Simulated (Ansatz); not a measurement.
YSi:
```yaml
crystal:
  lattice:
    - [3.68524, 0.00000, 0.00000]
    - [-1.84262, 3.19151, 0.00000]
    - [0.00000, 0.00000, 4.12383]
  atoms:
    - { symbol: Y, position: [0.00000, 0.00000, 0.00000] }
    - { symbol: Si, position: [0.66667, 0.33333, 0.50000] }
```

Relaxed with PBE. Special points in fractions of this cell's reciprocal vectors: Γ (0.000, 0.000, 0.000); M (0.500, 0.000, 0.000); K (0.333, 0.333, 0.000); A (0.000, 0.000, 0.500); L (0.500, 0.000, 0.500); H (0.333, 0.333, 0.500).

### Question
List the band energies nearest the Fermi level at these points for plane-wave PAW PBE (Ansatz code).

### Answer
In eV from the Fermi level; about four levels below and three above (degenerate sets whole), none deeper than 8.9 eV; points with the same levels are listed once.

```
k                    below                above
-  -----------------------  -------------------
Γ              -8.72 -0.84       0.17 0.63 0.63
M  -6.50 -3.49 -1.11 -0.24       1.46 2.91 4.82
K  -6.13 -2.67 -2.10 -0.90       1.38 2.73 2.80
A              -7.31 -4.32  1.49 1.49 1.75 1.75
L  -6.47 -2.34 -2.31 -0.20       0.57 4.06 4.70
H  -6.22 -2.73 -1.91 -0.81       0.85 4.02 4.72
```

Space group P-6m2. The cell is a constructed one: a structure type filled with these elements; neither database checked (COD, Materials Project) lists it. Its standing as an ambient phase is unchecked. The cell was relaxed with PBE under the symmetry of its start; whether a distortion lowers the energy is not shown. The run is not spin-polarised. Spin–orbit coupling is left out wherever it is not named.

Potentials: the later of the program's two PAW sets.
